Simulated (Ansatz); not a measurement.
**Sc₃Ni₂Ge₃, a known structure type with other elements, at an estimated volume**

```
CELL_PARAMETERS angstrom
4.09732 0.00000 0.00000
2.04866 -4.98853 0.00000
0.00000 0.00000 -13.30575
ATOMIC_POSITIONS crystal
Sc 0.14100 0.71800 0.75000
Sc 0.85900 0.28200 0.25000
Ge 0.85000 0.30000 0.75000
Ge 0.15000 0.70000 0.25000
Ge 0.12030 0.75940 0.95960
Ge 0.87970 0.24060 0.45960
Ge 0.87970 0.24060 0.04040
Ge 0.12030 0.75940 0.54040
Sc 0.41700 0.16600 0.88950
Sc 0.58300 0.83400 0.38950
Sc 0.58300 0.83400 0.11050
Sc 0.41700 0.16600 0.61050
Ni 0.70990 0.58020 0.90550
Ni 0.29010 0.41980 0.40550
Ni 0.29010 0.41980 0.09450
Ni 0.70990 0.58020 0.59450
```

Level: r2SCAN, no spin polarisation; 500 eV; 7×7×2 Γ-centred mesh; methfessel-paxton occupations (width 0.0123 eV); Ansatz 0.2.0, fixed geometry.

(1) Which atom feels the largest force, and which way?

(2) What does the stress say?

(3) Is there a gap?

(4) Describe some of the short contacts.

Origin: a known structure type with other elements, at an estimated volume, so it need not be a known compound. Caveats: no spin polarisation, so a magnetic state may lie lower.

Answers

(1) The largest is on Ge4 (and as large on other atoms): 0.46 eV/Å, components (0.00, 0.46, 0.00). It makes 56° with the line to a nearest neighbour, Ni14 at 2.50 Å.

(2) The pressure is -4.0 GPa (compression positive), so with the atoms held at these fractions the cell would first shrink. The principal stresses -4.9, -4.4, -2.7 GPa differ, so its shape would change too.

(3) It is a metal, with about 6.4 states/eV a cell as the mean within 0.25 eV of the Fermi level, mostly Sc d (49 %), Ni d (25 %) and Ge p (19 %).

(4) Ge–Ni at 2.35 Å: least valence density 0.46 e/Å³ and ELF 0.40 there. Ge–Ge at 2.63 Å: least valence density 0.35 e/Å³ and ELF 0.58 there. Sc–Ge at 2.80 Å: least valence density 0.22 e/Å³ and ELF 0.17 there. These are pseudo-fields; inside the PAW spheres they differ from the all-electron ones.
